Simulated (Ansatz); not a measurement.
**Li (P6_3/mmc), one atom moved over a plane**

Computed with DFT r2SCAN, scalar-relativistic, plane waves, PAW (Ansatz). The runs took a 500 eV cutoff, a Γ-centred 18×18×10 mesh and Gaussian smearing (0.15 eV). No spin polarisation. Energies are free energies at this smearing, counted from the undisturbed cell; pressure is positive in compression.

The undisturbed cell (as given, not relaxed at this level; it stands at -0.2 GPa; this form isn't the usual structure):

```
Li
1.0
     3.11100    0.00000    0.00000
    -1.55550    2.69421    0.00000
     0.00000    0.00000    5.09300
Li
2
Direct
  0.33333 0.66667 0.25000
  0.66667 0.33333 0.75000
```

Atom 1 (Li) is moved by p along (0.707, 0.707, 0.000) and q along (0.000, 0.000, 1.000) (Å), all else fixed. Points are written (p, q).

p was sampled at -0.300, -0.150, 0.000, 0.150, 0.300 and q at -0.300, -0.150, 0.000, 0.150, 0.300.

Question: Where on the computed points is the energy highest, and how high?

Answer: At (-0.300, -0.300), (-0.300, 0.300): 0.07 eV/cell.

Question: Away from (0, 0), which computed point is lowest?

Answer: (0.150, 0.000): 0.00 eV/cell.

The map, in eV/cell:

| p \ q | -0.300 | -0.150 | 0.000 | 0.150 | 0.300 |
| --- | --- | --- | --- | --- | --- |
| -0.300 | 0.07 | 0.02 | 0.01 | 0.02 | 0.07 |
| -0.150 | 0.06 | 0.02 | 0.00 | 0.02 | 0.06 |
| 0.000 | 0.06 | 0.01 | 0.00 | 0.01 | 0.06 |
| 0.150 | 0.06 | 0.02 | 0.00 | 0.02 | 0.06 |
| 0.300 | 0.07 | 0.02 | 0.01 | 0.02 | 0.07 |